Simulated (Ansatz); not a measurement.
CdF₂: moving Cd off its site

CdF₂, Fm-3m, a = 5.388 Å (as given, not relaxed at this level: 0.0 GPa). Ansatz: r2SCAN, PAW, 500 eV, Γ-centred 8×8×8 mesh on 3 atoms, Gaussian smearing 0.05 eV; no spin polarisation.

```xyz
3
Lattice="0.0000 2.6940 2.6940 2.6940 0.0000 2.6940 2.6940 2.6940 0.0000" Properties=species:S:1:pos:R:3 pbc="T T T"
Cd    0.0000    0.0000    0.0000
F     1.3470    1.3470    1.3470
F     4.0410    4.0410    4.0410
```

Atom 1 (Cd) moves by x along the unit vector (0.000, 1.000, 0.000), with its periodic images; all else is held. y is the free energy of the cell over the start, F the force along the path summed over the moved atoms. Symmetry makes y even in x.

| x (Å) | y (meV) | F (eV/Å) |
| --- | --- | --- |
| -0.1000 | ? | ? |
| -0.0500 | 6.59 | 0.26 |
| 0.0000 | 0.00 | 0.00 |
| 0.0125 | 0.41 | -0.07 |
| 0.0250 | 1.65 | -0.13 |
| 0.0375 | 3.70 | -0.20 |
| 0.0625 | 10.29 | -0.33 |
| 0.0750 | 14.82 | -0.40 |
| 0.0875 | 20.17 | -0.46 |

**Question.** Fit y = c2 x² + c4 x⁴ to the energies of the other rows, give the force constant, and predict energy and force of the missing row.

**Answer.** Least squares on the rows shown. y = 2634.7 x² − 31.217 x⁴. The force constant is 2 c2 = 5.27 eV/Å² (for all images moving together, not for a lone atom). The force −dy/dx at the missing row is 0.53 eV/Å (computed 0.53). At x = -0.1000 the fit asked for gives 26.34 meV. The run gave 26.35 meV, so the fit is 0.01 meV too low, a small miss on the scale of the series.